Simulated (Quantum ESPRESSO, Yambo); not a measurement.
For CsCaF3 (cubic perovskite, space group Pm-3m, No. 221), Yambo gives the independent-particle static dielectric constant along x as 2.52 on PBEsol bands and 2.22 after a scissor of 3.28 eV widens every gap (4×4×4 mesh, 148 bands, 3 Ry local-field block, 0.2 eV broadening).

Task: A scissor keeps the position matrix elements. In a one-oscillator model, how does ε − 1 scale, and what mean transition energy do the two values imply?

Result: Each transition adds |r|²/E to ε − 1, so ε − 1 ∝ 1/(E0 + Δ). Then (2.22 − 1)/(2.52 − 1) = E0/(E0 + Δ) = 0.803, and E0 = Δ(ε' − 1)/(ε − ε') = 13.3 eV. The computed Im ε, weighted by 1/E up to 20 eV, has its mean at 12.1 eV; the smallest direct PBEsol gap is 6.97 eV. The scissor comes from a G0W0 run whose convergence isn't established. Convergence of the RPA response with its 4×4×4 mesh was not tested.

Bands from Quantum ESPRESSO.

Geometry of the Materials Project entry, not relaxed at this level; primitive cell a = 4.5205 Å, b = 4.5205 Å, c = 4.5205 Å, α = 90.00°, β = 90.00°, γ = 90.00°.

The structure is a Materials Project entry; no match was found in the copy of COD used, and its stability was not checked.
